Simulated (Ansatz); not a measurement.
The guess for B2P was made by a generator: 3-, 4-connected net, elements by coordination (Imma, No. 74). The dimensions are guesses.

```
CELL_PARAMETERS angstrom
-2.68024 3.51962 1.88411
2.68024 -3.51962 1.88411
2.68024 3.51962 -1.88411
ATOMIC_POSITIONS crystal
B 0.88246 0.80594 0.07651
B 0.22943 0.80594 0.42349
B 0.11754 0.19406 0.92349
B 0.77057 0.19406 0.57651
P 0.00000 0.50000 0.00000
P 0.00000 0.00000 0.50000
```

All numbers below come from Ansatz, DFT PBE, scalar-relativistic, plane waves, PAW. Cutoff 420 eV, Gaussian smearing, Γ-centred meshes. Cell and atoms relax first on a coarse mesh and then on a finer one. In between, the cell is made exact in the group found at 0.06 Å. In metals the finer mesh still leaves noise of several meV/atom or more. The steps can't lower the symmetry of their start. No spin polarisation.

A guess keeps its type if space group and coordination stay and the shape of the cell changes little (axis ratios within about 15 %, angles within 6°); the volume may change.

Problem. Does it keep its structure type, or change into something else?

Solution. It doesn't keep its type. The symmetry goes from Imma (No. 74) to Cmmm (No. 65), and the primitive cell from 6 to 3 atoms. The volume per atom shrinks by 10.7 %, from 11.8 to 10.6 Å³. The shortest distance goes from 1.82 Å (B–B) to 1.69 Å (B–B). Counting neighbours within 15 % of an atom's shortest distance, the start has B 3, P 4 and the end B 2, P 4. In detail, at the end around B lie 2 B at 1.69 Å and 2 P at 2.04 Å; P has 4 B at 2.04 Å.

```
B P
1.0
     1.51175   -3.31922    0.00000
     1.51175    3.31922    0.00000
     0.00000    0.00000    3.16371
B P
2 1
Direct
  0.19394 0.80606 0.00000
  0.80606 0.19394 0.00000
  0.00000 0.00000 0.50000
```

The last run used a 16×16×14 mesh (in the run's order of axes) for its 3-atom cell and Gaussian smearing of 0.10 eV. An odd number of electrons in the primitive cell allows no gap without spin; a larger cell or a magnetic state could open one. The cell is a metal run without spin; a magnetic state may lie lower. Symmetry constrained the relaxation, so the result can be a saddle point.
